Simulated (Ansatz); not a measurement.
A generator proposed this cell of ScRhC4N4.

```
Sc Rh C N
1.0
     6.01253    0.00000    0.00000
     0.00000    6.01253    0.00000
     0.00000    0.00000    6.01253
Sc Rh C N
1 1 4 4
Direct
  0.50000 0.50000 0.50000
  0.00000 0.00000 0.00000
  0.18408 0.18408 0.18408
  0.18408 0.81592 0.81592
  0.81592 0.18408 0.81592
  0.81592 0.81592 0.18408
  0.29643 0.29643 0.29643
  0.29643 0.70357 0.70357
  0.70357 0.29643 0.70357
  0.70357 0.70357 0.29643
```

Method: Ansatz 0.2.0, DFT PBE, scalar-relativistic, plane waves, PAW. Cutoff 420 eV; k points 4×4×4 on the computed 10-atom cell (Γ-centred); Gaussian smearing, width 0.10 eV; collinear spin from starting moments 0.0 1.0 0.0 0.0 0.0 0.0 0.0 0.0 0.0 0.0 μB.

The zero of energy is the elements' standard structures at the same level (N₂ as a molecule); no fitted shifts are applied.

Question: Estimate its pressure, forces and energy as it stands.

Answer: The pressure is 2.7 GPa (it wants to expand), the largest force is 2.30 eV/Å, and the energy is +0.14 eV/atom against the elements. The shortest distance is 1.17 Å.

Question: Is it a good guess?

Answer: A good one: relaxing gains under 0.1 eV/atom (the start's value is from the coarse mesh, so the gain is rough) in 7 ionic steps and ends at +0.12 eV/atom on the finer mesh. The symmetry stays P-43m (No. 215). The volume per atom grows by 1.6 %, from 21.7 to 22.1 Å³. The shortest distance goes from 1.17 Å (C–N) to 1.19 Å (C–N). Conventional cell: a = 6.045 Å. Sc is surrounded by 4 N at 2.08 Å; around Rh lie 4 C at 1.97 Å; C is surrounded by 1 N at 1.19 Å and 1 Rh at 1.97 Å; N has 1 C at 1.19 Å and 1 Sc at 2.08 Å.

The last run used collinear spin, a 6×6×6 mesh for its 10-atom cell and Gaussian smearing of 0.10 eV. The reference form of C is held partly by dispersion forces, which this level lacks. The magnetic state reached may not be the lowest. The relaxation can't lower the symmetry of the start, and the grade says only how near the guess is to its own end. Symmetry constrained the relaxation, so the result can be a saddle point.
